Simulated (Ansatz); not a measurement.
One crystal and one scan (energy over volume and axial ratio) at two levels, PBE-D3(BJ) (plane waves to 420 eV, PAW, scalar-relativistic; Ansatz, an electronic-structure program) and r2SCAN+rVV10 (plane waves to 500 eV, PAW, scalar-relativistic; Ansatz), each from its own relaxed cell and on its own mesh. The cell shown is that of PBE-D3(BJ).

MoS$_{2}$ (3R-MoS2 type, space group R3m)

```
CELL_PARAMETERS angstrom
      1.57655     0.91022     5.99710
     -1.57655     0.91022     5.99710
      0.00000    -1.82045     5.99710
ATOMIC_POSITIONS crystal
  Mo 0.00002 0.00002 0.00002
  S  0.75355 0.75355 0.75355
  S  0.57974 0.57974 0.57974
```

The relaxed cell is deformed in two ways at once: its volume V is scaled, and at that volume it is stretched along z (the c axis of the conventional cell) so that c/a changes. Fractional atomic positions are held.

The energy includes the smearing's −TS. MoS2 is run without spin polarisation. MoS2 was relaxed with its symmetry unable to fall. This is one of several known forms of MoS2; the measured ambient cells at hand have space group No. 194. As the atoms are clamped, bonds stretch with the cell, which overstates energies and stresses. As the smearing reaches across the gap at some points, the response to shear is sensitive to the k mesh, so small differences along c/a are uncertain. Percentages come from the unrounded values. Both scans cover V/V₀ from 0.920 to 1.080 and (c/a)/(c/a)₀ from 0.880 to 1.120.

```tsv
quantity	PBE-D3(BJ)	r2SCAN+rVV10	PBE-D3(BJ) − r2SCAN+rVV10
Lattice constant a (Å)	3.153	3.175	-0.022 (-0.7 %)
Lattice constant c (Å)	17.99	18.58	-0.59 (-3.2 %)
Relaxed volume (Å³/atom)	17.21	18.03	-0.82 (-4.5 %)
Modulus against c/a change at fixed volume, (3/4V)·∂²E/∂(ln c/a)² (fit, atoms clamped) (GPa)	92	93	-1 (-2 %)
```

PBE-D3(BJ) gives the lower value for: lattice constant a; lattice constant c; relaxed volume.

(Under strain, the slope of the energy per volume gives the stress and its curvature an elastic modulus.)
